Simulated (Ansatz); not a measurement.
CdS (wurtzite)

```
CELL_PARAMETERS angstrom
      4.16356     0.00000     0.00000
     -2.08178     3.60575     0.00000
      0.00000     0.00000     6.76722
ATOMIC_POSITIONS crystal
  Cd 0.66667 0.33333 0.00099
  Cd 0.33333 0.66667 0.50099
  S  0.66667 0.33333 0.62421
  S  0.33333 0.66667 0.12421
```

The slice is a (1 -1 0 0) plane (indices of the conventional cell) through the point (0.667, 0.333, 0.624) (fractional), spanned by u = [110] and v = [001] in vectors of this cell: u (4.16 Å) and v (6.77 Å, at 90° to u). It covers one period; positions are fractions (u, v).

The numbers are results of r2SCAN (plane waves to 500 eV, PAW, scalar-relativistic; Ansatz, an electronic-structure program), not measurements. k mesh 9×9×5. These are valence fields of a PAW run, semicore shells included where kept as valence: close to a nucleus they are smooth pseudo fields. CdS was relaxed with its symmetry unable to fall.

Three fields on this plane, each scaled to ten steps between its own extremes (0 low, 9 high; the total valence density on a logarithmic scale, the potential cut 8 eV below its top; x marks points blanked near nuclei; v = 0 in the bottom row):

Map A
```
|xxxx52000025xxx|
|xxx9410000149xx|
|xx952100001259x|
|664210000001246|
|221100000000112|
|000000000000000|
|000000000000000|
|000000011000000|
|000001111110000|
|000011222211000|
|110012333321001|
|xx101234432101x|
|xxxx12344321xxx|
|xxxx11233211xxx|
|xxxx01122110xxx|
|xxxx00111100xxx|
|xxx0000000000xx|
|xx000000000000x|
|222100000000122|
|875210000001257|
|xx952100001259x|
|xxx8410000148xx|
|xxxx52000025xxx|
|xxxx62100126xxx|
```

Map B
```
|xxxx87655678xxx|
|xxx9866666689xx|
|xx987666666789x|
|887655566555678|
|554444455444445|
|222223344332222|
|101112333321110|
|000122344322100|
|222233455433222|
|444345566554344|
|876556677665567|
|xx976677776679x|
|xxxx77777777xxx|
|xxxx86666668xxx|
|xxxx86555568xxx|
|xxxx75444457xxx|
|xxx9642222469xx|
|xx975310013579x|
|987642000024678|
|998642100124689|
|xx986320023689x|
|xxx9753223579xx|
|xxxx86433468xxx|
|xxxx96544569xxx|
```

Map C
```
|xxxx10233201xxx|
|xxx2013553102xx|
|xx201357753102x|
|111125788752111|
|111235788753211|
|111234566543211|
|111223344332211|
|111111222211111|
|221101111110112|
|322100122100122|
|543100133100134|
|xx420012210024x|
|xxxx20011002xxx|
|xxxx31000013xxx|
|xxxx63100136xxx|
|xxxx85211258xxx|
|xxx9853223589xx|
|xx886432234688x|
|334443222234443|
|001111111111110|
|xx421111111124x|
|xxx6200000026xx|
|xxxx30011003xxx|
|xxxx20111102xxx|
```

Task: Assign the maps to these fields: density of the lowest conduction band (whole band as if filled, smooth part); density of the highest valence band (whole band, smooth part); valence electron density.

Result: A is the density of the highest valence band (whole band, smooth part); B is the valence electron density; C is the density of the lowest conduction band (whole band as if filled, smooth part).
